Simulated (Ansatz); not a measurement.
AgW (L1₀ or tetragonal B2, space group No. 123), the program Ansatz at the PBEsol level (PAW), all energies at zero smearing, with the estimated change up to a 700 eV cutoff added, with one set of potentials and settings (totals compare only within such a set). Cell of 2 atoms (1 Ag, 1 W): -17777.526 eV.

```csv
element,reference phase,E (eV/atom)
Ag,"P6_3/mmc, 4 atoms in the cell",-7522.2452
W,"Im-3m, 1 atoms in the cell",-10256.5620
```

Formation energy per atom, worked out: (-17777.526 − 1×(-7522.2452) − 1×(-10256.5620))/2 = 0.640 eV/atom (62 kJ per mol of atoms), at 0 K, without zero-point energy or fitted corrections.

Space group P4/mmm (L1₀ or tetragonal B2). The start of the workflow was typed in or built on a structure type; neither database checked (COD, Materials Project) lists it. Its standing as an ambient phase is unchecked. Symmetry was held in the PBEsol relaxation. At this level the phase is mechanically unstable. The run is not spin-polarised. Its formation energy is positive at this level, so the cell may be metastable or incomplete. The references are the lowest solids computed at this level, not always the standard phases. Spin–orbit coupling is left out wherever it is not named.

Potentials: the later of the program's two PAW sets.
